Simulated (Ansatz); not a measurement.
BN:
```yaml
crystal:
  lattice:
    - [2.49773, 0.00000, 0.00000]
    - [-1.24887, 2.16310, 0.00000]
    - [0.00000, 0.00000, 19.77840]
  atoms:
    - { symbol: B, position: [0.00000, 0.00000, 0.08348] }
    - { symbol: N, position: [0.33333, 0.66667, 0.08358] }
    - { symbol: B, position: [0.33333, 0.66667, 0.25001] }
    - { symbol: N, position: [0.66667, 0.33333, 0.25010] }
    - { symbol: B, position: [0.66667, 0.33333, 0.41639] }
    - { symbol: N, position: [0.00000, 0.00000, 0.41645] }
    - { symbol: B, position: [0.00000, 0.00000, 0.58348] }
    - { symbol: N, position: [0.66667, 0.33333, 0.58358] }
    - { symbol: B, position: [0.66667, 0.33333, 0.75001] }
    - { symbol: N, position: [0.33333, 0.66667, 0.75010] }
    - { symbol: B, position: [0.33333, 0.66667, 0.91639] }
    - { symbol: N, position: [0.00000, 0.00000, 0.91645] }
```

Relaxed with r²SCAN+D4. Special points in fractions of this cell's reciprocal vectors: Γ (0.000, 0.000, 0.000); M (0.500, 0.000, 0.000); K (0.333, 0.333, 0.000); A (0.000, 0.000, 0.500); L (0.500, 0.000, 0.500); H (0.333, 0.333, 0.500).

### Question
List the band energies nearest the valence-band maximum at these points for plane-wave PAW r²SCAN+D4 (Ansatz code).

### Answer
In eV from the valence-band maximum; about four levels below and three above (degenerate sets whole), none deeper than 8.9 eV; points with the same levels are listed once.

| k | below | above |
|---|---|---|
| Γ | -1.34 -1.34 -1.34 -1.34 | 5.63 6.87 6.91 |
| M | -1.14 -0.87 -0.76 -0.58 | 4.70 4.99 5.15 |
| K | -0.07 -0.07 -0.05 -0.05 | 5.24 5.25 5.25 5.25 |
| A | -1.34 -1.34 -1.34 -1.34 | 5.97 5.97 8.16 8.16 |
| L | -1.02 -1.02 -0.64 -0.64 | 4.80 4.80 5.41 5.41 |
| H | -0.07 -0.07 -0.05 -0.05 | 5.24 5.24 5.25 5.25 |

Space group P6_3mc. The start of the workflow was typed in or built on a structure type. Its sites differ from those of the usual phase in this space group: another stacking or structure type. The r²SCAN+D4 relaxation kept the symmetry of its start; whether a distortion lowers the energy is not shown.

Potentials: the earlier of the program's two PAW sets.
